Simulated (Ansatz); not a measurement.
ZrSi2:
```
CELL_PARAMETERS angstrom
      0.00000     3.14470     3.14470
      3.14470     0.00000     3.14470
      3.14470     3.14470     0.00000
ATOMIC_POSITIONS crystal
  Zr 0.00000 0.00000 0.00000
  Si 0.25000 0.25000 0.25000
  Si 0.75000 0.75000 0.75000
```

Relaxed with PBE. Special points in fractions of this cell's reciprocal vectors: Γ (0.000, 0.000, 0.000); X (0.500, 0.000, 0.500); U (0.625, 0.250, 0.625); K (0.375, 0.375, 0.750); L (0.500, 0.500, 0.500); W (0.500, 0.250, 0.750).

Task: List the band energies nearest the Fermi level at these points for PBE (plane waves, PAW; program Ansatz).

Result: In eV from the Fermi level; about four levels below and three above (degenerate sets whole), none deeper than 8.9 eV; points with the same levels are listed once.

```json
[
 {"k": "Γ", "below": "-3.60 -3.53 -3.53 -3.53", "above": "0.21 0.21 2.93 2.93 2.93"},
 {"k": "X", "below": "-2.42 -2.42 -0.13 -0.13", "above": "0.26 1.61 4.85"},
 {"k": "U", "below": "-4.66 -2.88 -2.30 -0.85", "above": "0.17 1.25 1.85"},
 {"k": "L", "below": "-2.83 -2.83 -0.93 -0.19 -0.19", "above": "0.31 0.91 0.91"},
 {"k": "W", "below": "-4.17 -1.20 -1.20 -0.10", "above": "1.22 2.14 4.63"}
]
```

Space group Fm-3m (fluorite). The cell is a constructed one: a structure type filled with these elements; neither database checked (COD, Materials Project) lists it. COD files the formula under space group No. 63, so this cell is another polymorph or a model. Its standing as an ambient phase is unchecked. The PBE relaxation kept the symmetry of its start; its stability against distortions is not shown here. The run is not spin-polarised. Spin–orbit coupling is left out wherever it is not named.

Potentials: the later of the program's two PAW sets.
